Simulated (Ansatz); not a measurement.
# MgTeW₃O₁₂: ²⁵Mg NMR of the central transition

Cell: a Materials Project structure (computed, not necessarily an observed phase), its atoms then relaxed with PBE in this cell.

```xyz
17
Lattice="5.1969 0.0000 0.0000 0.0393 5.7413 0.0000 0.0798 0.9684 7.7764" Properties=species:S:1:pos:R:3 pbc="T T T"
Mg    2.5747    0.9474    2.3327
Te    2.7427    3.6290    4.1261
W     0.1018    6.2548    4.2235
W     2.6140    3.2376   -0.0034
W     5.1374    0.2927    0.1143
O     3.6424    1.2517    4.1548
O     4.4695    5.8900    1.7669
O     3.8670    5.4840    7.3715
O     4.5012    4.4451    4.3022
O     1.1831    4.2451    0.3798
O     3.1351    2.8012    1.6732
O     2.1332    3.7541    5.9681
O     4.2059    2.5936    7.2954
O     0.9681    1.7791    3.3129
O     1.4848    1.1813    0.4816
O     0.5636    0.8212    5.9118
O     1.7523    5.1455    3.4493
```

Atoms are numbered from 1 in the order listed; like atoms form one site, named after its first atom.

All values are calculated (Ansatz; DFT, PBE, plane waves and PAW, scalar-relativistic, 420 eV cutoff, Γ-centred 5×4×3 k-points, Fermi–Dirac smearing 0.02 eV), not measured.

²⁵Mg has I = 5/2 and Q = 199.4 mb (Pyykkö 2018); at 21.1 T its Larmor frequency is ν₀ = 55.0 MHz. Only the quadrupole interaction is simulated: positions count from each site's isotropic chemical shift, and J coupling is left out, as are shift anisotropy and dipolar coupling, which fast spinning averages.

(1) What does the ²⁵Mg spectrum (fast magic-angle spinning) show for each site?

## Answers

(1) 

```tsv
site	first shell	C_Q (MHz)	η	P_Q (MHz)	δ_QIS (ppm)	breadth (kHz)
Mg	6 O at 2.05–2.16 Å	6.63	0.41	6.81	-91.9	11.7
```

δ_QIS = −(ν_Q²/30ν₀²)[I(I+1) − 3/4](1 + η²/3) × 10⁶ ppm with ν_Q = 3|C_Q|/[2I(2I−1)]; it falls as 1/B₀² in ppm, and the breadth as 1/B₀ in kHz.
